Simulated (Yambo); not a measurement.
```
Cs2O
1.0
    2.02099     1.16682     6.78637
   -2.02099     1.16682     6.78637
    0.00000    -2.33364     6.78637
O Cs
1 2
Cartesian
  0.00000   0.00000   0.00000
  0.00000   0.00000   5.25879
  0.00000   0.00000  15.10033
```

Cs2O (space group R-3m, No. 166) under isotropic strain of -1.5 % on all lattice vectors: mean Im ε in 1 eV windows above the direct gap of 2.42 eV, for different electron-hole kernels (Yambo, broadening 0.15 eV, PBEsol (pw.x of Quantum ESPRESSO, ONCV potentials, without SOC) bands; 6×6×6 mesh, 3 valence and 9 conduction bands, static screening with 49 bands and a 4 Ry block, scissor 0.71 eV, Tamm-Dancoff; field along x).

```json
[
 {"window (eV)": "2.4 to 3.4", "independent quasiparticles": "2.4", "BSE": "5.6"},
 {"window (eV)": "3.4 to 4.4", "independent quasiparticles": "4.4", "BSE": "3.3"},
 {"window (eV)": "4.4 to 5.4", "independent quasiparticles": "2.8", "BSE": "2.0"},
 {"window (eV)": "5.4 to 6.4", "independent quasiparticles": "2.0", "BSE": "1.8"},
 {"window (eV)": "6.4 to 7.4", "independent quasiparticles": "1.7", "BSE": "1.7"},
 {"window (eV)": "7.4 to 8.4", "independent quasiparticles": "1.9", "BSE": "0.8"}
]
```

This run doesn't resolve bound excitons or single peaks, so only averages are given, and they too depend on the mesh; weight that the attraction moves below the gap isn't listed. All transitions below 8.60 eV are in the band window. The scissor comes from a G0W0 run whose convergence isn't established.

Geometry strained from the cell relaxed with PBEsol, atoms relaxed again.
